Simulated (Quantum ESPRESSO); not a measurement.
# Strain and stress in Ga3MgN3O

The results below are calculated, not measured. They come from pw.x of Quantum ESPRESSO 7.5, a plane-wave density functional program, with PseudoDojo standard norm-conserving files (v0.5 for PBE, v0.4.1 for LDA and PBEsol). The cells are made up: elements, strain and atom displacements were drawn at random, and nothing was relaxed. There is no spin polarisation, spin-orbit coupling or dispersion term.

The cell has 8 sites of a wurtzite lattice (rectangular cell). Sites 1 to 4 hold Ga Ga Ga Mg; sites 5 to 8 hold N N O N. Cell vectors in Å: (3.147, 0.026, 0.005); (0.045, 5.505, 0.002); (0.008, 0.002, 5.184). Settings: PBE, cutoff 1143 eV, 8 x 6 x 6 k mesh shifted by half a step, Fermi-Dirac smearing of 0.1 eV.

Each run adds a shear xy (given as the tensor component) to one cell, with the atoms carried along; the vectors above are those of run 5. Stress is positive in tension and P is minus a third of its trace. E is the free energy for each atom above the lowest run shown.

```
run  strain (%)  s_xx (GPa)  s_yy (GPa)  s_zz (GPa)  s_xy (GPa)  P (GPa)  E (meV/atom)
  1       -2.13      -22.89      -12.09      -10.17       -6.71    15.05         11.43
  2       -1.73      -22.61      -11.93      -10.09       -5.56    14.88          7.83
  3       -0.61      -21.98      -11.62       -9.91       -2.34    14.50          1.36
  5       -0.01      -21.73      -11.53       -9.83       -0.63    14.36          0.00
  6        1.22      -21.48      -11.53       -9.70        2.88    14.24          2.13
  7        2.45      -21.52      -11.79       -9.63        6.36    14.31         10.61
  4       -0.24           ?           ?           ?           ?        ?             ?
```

A rerun of one of these cells at 1437 eV and k mesh 10 x 8 x 8 moved values by no more than 0.004 eV in the cell's energy, 0.06 GPa in stress and 0.010 eV/Å in force.

## Worked fit

A parabola through the six runs shown gives s_xy = -0.60 + 2.86 e - 0.007 e² GPa, with e in per cent and a scatter of 0.01 GPa. The slope is a stiffness of 286 ± 1 GPa for each unit of this strain at e = 0, twice a shear constant under the stress shown, since the tensor component is half the shear angle. The atoms are clamped, and relaxing them would in general lower it. The error is the larger of the fit's own and the change that a cubic makes, rounded up.

## Withheld run

Question: what s_xy should run 4 give?

The fit gives -1.29 GPa. The calculation gave -1.29 GPa.

```
run,strain (%),s_xx (GPa),s_yy (GPa),s_zz (GPa),s_xy (GPa),P (GPa),E (meV/atom)
4,-0.24,-21.82,-11.56,-9.86,-1.29,14.41,0.33
```